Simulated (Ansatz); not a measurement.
Ta2AlB2:
Space group P-6m2 (No. 187); a = b = 3.0883 Å, c = 7.5488 Å, α = β = 90.00°, γ = 120.00°

```
atom  site  symmetry       x       y       z
----  ----  --------  ------  ------  ------
Ta      2h       3m.  0.3333  0.6667  0.2923
Al      1a      -6m2  0.0000  0.0000  0.0000
B       1b      -6m2  0.0000  0.0000  0.5000
B       1f      -6m2  0.6667  0.3333  0.5000
```

Relaxed with r²SCAN.

### Question
Which orbitals make up the states near the Fermi level in plane-wave PAW r²SCAN (Ansatz code)?

### Answer
Within 0.5 eV of the Fermi level: Ta 5d 79 %, B 2p 10 %, Al 3p 7 %. Projections are on Löwdin-orthogonalised atomic valence shells; empty p or d shells of many metals are not among them.

### Question
Tabulate the density of states.

### Answer
States/eV per cell of 5 atoms, in 0.25 eV bins, energy from the Fermi level.

| E (eV) | total | Ta 5d | B 2p | Al 3p |
|---|---|---|---|---|
| -7.85 | 0.73 | 0.14 | 0.35 | 0.06 |
| -7.60 | 0.96 | 0.21 | 0.45 | 0.07 |
| -7.35 | 1.52 | 0.33 | 0.64 | 0.15 |
| -7.10 | 1.56 | 0.35 | 0.65 | 0.16 |
| -6.85 | 1.09 | 0.25 | 0.44 | 0.12 |
| -6.60 | 1.20 | 0.27 | 0.52 | 0.13 |
| -6.35 | 1.62 | 0.39 | 0.76 | 0.14 |
| -6.10 | 1.60 | 0.41 | 0.78 | 0.13 |
| -5.85 | 1.78 | 0.52 | 0.86 | 0.13 |
| -5.60 | 2.50 | 0.73 | 1.15 | 0.22 |
| -5.35 | 2.46 | 0.83 | 1.04 | 0.22 |
| -5.10 | 2.10 | 0.78 | 0.80 | 0.20 |
| -4.85 | 1.71 | 0.63 | 0.63 | 0.17 |
| -4.60 | 1.33 | 0.51 | 0.52 | 0.11 |
| -4.35 | 1.42 | 0.59 | 0.58 | 0.08 |
| -4.10 | 2.09 | 0.89 | 0.82 | 0.15 |
| -3.85 | 3.00 | 1.37 | 1.05 | 0.29 |
| -3.60 | 2.47 | 1.42 | 0.41 | 0.41 |
| -3.35 | 3.19 | 1.91 | 0.34 | 0.65 |
| -3.10 | 2.50 | 1.61 | 0.23 | 0.44 |
| -2.85 | 2.42 | 1.54 | 0.21 | 0.45 |
| -2.60 | 2.71 | 1.57 | 0.23 | 0.63 |
| -2.35 | 3.17 | 1.86 | 0.28 | 0.75 |
| -2.10 | 3.51 | 2.05 | 0.27 | 0.86 |
| -1.85 | 2.65 | 1.61 | 0.22 | 0.57 |
| -1.60 | 1.26 | 0.93 | 0.07 | 0.16 |
| -1.35 | 1.15 | 0.88 | 0.07 | 0.13 |
| -1.10 | 1.07 | 0.85 | 0.07 | 0.09 |
| -0.85 | 0.96 | 0.76 | 0.08 | 0.07 |
| -0.60 | 1.14 | 0.89 | 0.13 | 0.07 |
| -0.35 | 1.39 | 1.08 | 0.19 | 0.08 |
| -0.10 | 1.46 | 1.16 | 0.15 | 0.09 |
| 0.15 | 1.34 | 1.08 | 0.11 | 0.10 |
| 0.40 | 1.52 | 1.21 | 0.12 | 0.12 |
| 0.65 | 1.94 | 1.49 | 0.16 | 0.15 |
| 0.90 | 2.84 | 2.09 | 0.22 | 0.23 |
| 1.15 | 3.28 | 2.53 | 0.21 | 0.26 |
| 1.40 | 2.15 | 1.64 | 0.12 | 0.21 |
| 1.65 | 1.76 | 1.47 | 0.07 | 0.10 |
| 1.90 | 1.78 | 1.45 | 0.07 | 0.11 |
| 2.15 | 1.96 | 1.54 | 0.09 | 0.15 |
| 2.40 | 1.86 | 1.40 | 0.10 | 0.18 |
| 2.65 | 1.75 | 1.20 | 0.12 | 0.22 |
| 2.90 | 1.67 | 1.05 | 0.15 | 0.23 |
| 3.15 | 2.28 | 1.31 | 0.34 | 0.25 |
| 3.40 | 2.43 | 1.36 | 0.37 | 0.24 |
| 3.65 | 2.59 | 1.44 | 0.41 | 0.28 |
| 3.90 | 2.56 | 1.46 | 0.42 | 0.25 |
| 4.15 | 2.77 | 1.59 | 0.43 | 0.26 |
| 4.40 | 3.41 | 1.96 | 0.48 | 0.27 |
| 4.65 | 3.57 | 2.01 | 0.49 | 0.30 |

The start of the workflow was typed in or built on a structure type; neither database checked (COD, Materials Project) lists it. Its standing as an ambient phase is unchecked. Symmetry was held in the r²SCAN relaxation; its stability against distortions is not shown here. The run is not spin-polarised. Spin–orbit coupling is left out wherever it is not named.

Potentials: the earlier of the program's two PAW sets. The files were generated under PBE; for other functionals the program regenerates the frozen cores, and for LDA and PBEsol the local potential too.
